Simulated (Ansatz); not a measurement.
Ge2Mo:
```cif
data_Ge2Mo
_chemical_formula_sum 'Ge2 Mo1'
_space_group_name_H-M_alt 'P 1'
_space_group_IT_number 1
_cell_length_a 4.67723
_cell_length_b 4.67723
_cell_length_c 4.67723
_cell_angle_alpha 138.998
_cell_angle_beta 138.998
_cell_angle_gamma 59.377
loop_
_space_group_symop_operation_xyz
  'x, y, z'
loop_
_atom_site_label
_atom_site_type_symbol
_atom_site_fract_x
_atom_site_fract_y
_atom_site_fract_z
_atom_site_occupancy
Ge1 Ge 0.66208 0.66208 0.00000 1
Ge2 Ge 0.33792 0.33792 0.00000 1
Mo1 Mo 0.00000 0.00000 0.00000 1
```

Relaxed with LDA.

Task: Which orbitals make up the states near the Fermi level in LDA in the plane-wave PAW code Ansatz?

Result: Within 0.5 eV of the Fermi level: Mo 4d 75 %, Ge 4p 16 %, Ge 4s 7 %. Projections are on Löwdin-orthogonalised atomic valence shells; empty p or d shells of many metals are not among them.

Task: Tabulate the density of states.

Result: States/eV per cell of 3 atoms, in 0.25 eV bins, energy from the Fermi level.

```tsv
E (eV)	total	Mo 4d	Ge 4p	Ge 4s
-7.85	0.56	0.12	0.15	0.27
-7.60	0.50	0.11	0.13	0.24
-7.35	0.44	0.10	0.11	0.22
-7.10	0.38	0.09	0.09	0.19
-6.85	0.31	0.07	0.07	0.16
-6.60	0.29	0.07	0.09	0.12
-6.35	0.34	0.07	0.17	0.08
-6.10	0.44	0.08	0.26	0.05
-5.85	0.98	0.22	0.65	0.04
-5.60	1.27	0.29	0.88	0.04
-5.35	1.38	0.31	0.93	0.08
-5.10	1.35	0.34	0.86	0.10
-4.85	1.21	0.32	0.74	0.11
-4.60	0.68	0.19	0.37	0.10
-4.35	0.73	0.22	0.37	0.11
-4.10	0.93	0.30	0.45	0.13
-3.85	1.26	0.45	0.57	0.17
-3.60	1.39	0.55	0.60	0.16
-3.35	1.38	0.61	0.57	0.13
-3.10	1.48	0.73	0.57	0.11
-2.85	2.02	1.08	0.71	0.14
-2.60	2.33	1.30	0.82	0.13
-2.35	3.74	2.15	1.37	0.14
-2.10	4.33	2.69	1.42	0.12
-1.85	4.51	2.56	1.71	0.12
-1.60	2.18	1.22	0.82	0.08
-1.35	1.37	0.77	0.51	0.05
-1.10	1.23	0.75	0.41	0.04
-0.85	0.96	0.71	0.19	0.03
-0.60	1.05	0.86	0.15	0.02
-0.35	1.07	0.93	0.11	0.01
-0.10	0.69	0.57	0.09	0.02
0.15	0.66	0.41	0.15	0.09
0.40	0.66	0.39	0.16	0.09
0.65	0.78	0.45	0.20	0.11
0.90	1.10	0.62	0.27	0.18
1.15	1.49	0.88	0.32	0.25
1.40	2.09	1.30	0.37	0.37
1.65	2.51	1.64	0.47	0.34
1.90	3.50	2.34	0.73	0.36
2.15	1.62	0.84	0.50	0.24
2.40	1.10	0.48	0.40	0.18
2.65	0.95	0.38	0.37	0.16
2.90	0.97	0.38	0.38	0.17
3.15	1.35	0.55	0.49	0.22
3.40	1.56	0.62	0.57	0.25
3.65	2.01	0.65	0.83	0.27
3.90	2.16	0.58	1.00	0.25
4.15	2.66	0.68	1.22	0.23
4.40	1.82	0.42	0.92	0.17
4.65	1.42	0.32	0.72	0.13
```

Space group I4/mmm (MoSi2 or CaC2 type). The workflow started from a Materials Project entry (that database holds measured and hypothetical structures alike); the Crystallography Open Database copy checked does not list it. COD files the formula under space group No. 62, so this cell is another polymorph or a model. Its standing as an ambient phase is unchecked. The LDA relaxation kept the symmetry of its start; of distortions, only those at the zone centre were tested. No spin polarisation was allowed. Spin–orbit coupling is left out wherever it is not named.

Potentials: the later of the program's two PAW sets.
